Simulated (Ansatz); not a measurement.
**Computed properties of Hf2InC**

Hf2InC:
```
Hf2InC
1.0
    3.28875     0.00000     0.00000
   -1.64438     2.84814     0.00000
    0.00000     0.00000    14.70946
Hf In C
4 2 2
Cartesian
  1.64438   0.94938   8.56706
  0.00000   1.89876   6.14240
  0.00000   1.89876   1.21233
  1.64438   0.94938  13.49714
  1.64438   0.94938   3.67737
  0.00000   1.89876  11.03210
  0.00000   0.00000   7.35473
  0.00000   0.00000   0.00000
```

Space group P6_3/mmc (No. 194); conventional cell a = b = 3.289 Å, c = 14.709 Å, α = β = 90.00°, γ = 120.00°.

Method: plane-wave PAW PBEsol (Ansatz code). Structure relaxed to zero pressure with the same functional. Other levels are named where they apply.

**Cell and energy**

Volume per atom: 17.22 Å³
Density: 11.66 g/cm³
Formation energy from the elements (no fitted shifts): -0.77 eV/atom

**Electronic structure**

- Electronic character = metallic (no gap)
- Density of states at the Fermi level = 0.24 states/eV per atom (mean over ±0.08 eV)
- Gap with spin–orbit coupling = none (metallic)

**Mechanics**

* **Bulk modulus (Birch–Murnaghan fit)**: 139 GPa
* **Pressure derivative B′**: 4.6
* **Elastic constants (relaxed ions, GPa)**: C11 = 292, C12 = 70.2, C13 = 68.8, C33 = 259, C44 = 90.1
* **Mechanical stability**: stable (all eigenvalues of C positive)
* **Hill bulk and shear moduli**: 140 and 100 GPa
* **Young's modulus**: 242 GPa
* **Poisson's ratio**: 0.21
* **Debye temperature from the elastic constants**: 373 K

**Phonons**

- Highest zone-centre frequency: 613 cm^-1
- Zone-centre stability: no imaginary mode at Γ

The first step of the workflow began from a Materials Project structure, measured or hypothetical; the Crystallography Open Database copy checked does not list it. Its standing as an ambient phase is unchecked. The PBEsol relaxation kept the symmetry of its start. The run is not spin-polarised. As this level gives no gap, shear constants depend on the k-mesh and smearing (Fermi–Dirac, 0.1 eV here). As this level gives no gap, phonon frequencies hold no LO–TO term and depend on the k-mesh and smearing (Fermi–Dirac, 0.1 eV here). The references are the lowest solids computed at this level, not always the standard phases. Spin–orbit coupling is left out wherever it is not named.

Potentials: the later of the program's two PAW sets.
